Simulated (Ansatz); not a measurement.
A relaxed cell of Tl₂F is given with its symmetry left out. The cell was found from a structure generator's guess, not taken from experiment.

These are results of DFT PBE, scalar-relativistic, plane waves, PAW in Ansatz 0.2.0, not measurements. Cutoff 420 eV, Γ-centred mesh, Gaussian smearing, no spin polarisation.

```
CELL_PARAMETERS angstrom
4.76255 0.00000 0.00000
0.00000 4.76255 0.00000
0.00000 0.00000 3.42417
ATOMIC_POSITIONS crystal
Tl 0.50000 0.00000 0.50000
Tl 0.00000 0.50000 0.50000
F 0.00000 0.00000 0.00000
```

Energies over the elements count from the elements' standard structures at the same level (F₂ as a molecule), with no fitted energy shifts.

**Question.** What space group does it have?

**Answer.** P4/mmm (No. 123). Conventional cell: a = 4.763 Å, c = 3.424 Å. Around Tl lie 4 F at 2.93 Å and 6 Tl at 3.37–3.42 Å; F has 8 Tl at 2.93 Å and 2 F at 3.42 Å (long against covalent radii, as for large ions).

**Question.** How far does it lie from the elements in energy?

**Answer.** −0.98 eV/atom. It lies below the elements, which doesn't yet make it stable against other compounds or structures.

**Question.** Is it a metal?

**Answer.** Yes, bands cross the Fermi level on the 10×10×14 mesh.

The last run used a 10×10×14 mesh (in the run's order of axes) for its 3-atom cell and Gaussian smearing of 0.10 eV. Spin–orbit coupling, which can matter for Tl, is left out. An odd number of electrons in the primitive cell allows no gap without spin; a larger cell or a magnetic state could open one. A later test with randomly moved atoms ended 15 meV/atom lower on a coarse mesh, in Pm at a loose tolerance, which is no clear verdict on its stability.
